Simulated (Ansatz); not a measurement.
The computed numbers are results of PBE, scalar-relativistic (collinear spin) in the plane-wave PAW code Ansatz at 420 eV, 8×8×8 k-mesh, Gaussian smearing of 0.05 eV. The datasets are Ansatz's generated set soft_2.

A crystal of composition XMn3, relaxed at this level of theory, gives this pattern between 10° and 80°.

Cu Kα1 powder pattern (kinematic, no thermal factors).
```tsv
2θ (°)	relative intensity
21.52	27
30.61	23
37.73	100
43.84	48
49.34	13
54.42	10
63.74	30
68.12	7
72.36	4
76.51	34
```

Which lattice and cell does the pattern come from?

Cubic, space group Pm-3m (No. 221), a = 4.126 Å, b = 4.126 Å, c = 4.126 Å, α = 90.00°, β = 90.00°, γ = 90.00°. The line positions fix the lattice at most, not the space group, and lines under 1 % of the strongest aren't listed; this is the group of the computed cell.

The calculation on XMn3, where X is one element, gave:

| Property | Result |
| --- | --- |
| Band gap | zero (metallic) |
| Density of states at the Fermi level | 0.92 states/(eV·atom) |
| Magnetic state | ferrimagnetic |
| Site spin moments | X 6.54; Mn -3.43 μB |
| Spin moment of the cell | -3.61 μB |
| Bader charges | X 0.66; Mn -0.22 e |
| f electrons (orthogonalised atomic orbitals) | X 6.63 |
| Formation energy from the elements (0 K, uncorrected) | 0.49 eV/atom (unstable against the elements) |
| Bulk modulus (Birch–Murnaghan) | 67 GPa |

Sites: X on 1a, Mn on 3c.

Which element is X?
A. Eu
B. Gd
C. Pm
D. Tb

A. X is Eu, so the compound is EuMn3.

The start was a prototype's sites filled with these elements, not a measured cell.

Without a U the 4f levels of Eu lie too near the Fermi level, so their share of the states there, and what hangs on it, is overstated. These numbers lack spin–orbit coupling. The run wasn't fully tested for a lower electronic state. Site moments are of spin, integrated over atomic spheres.
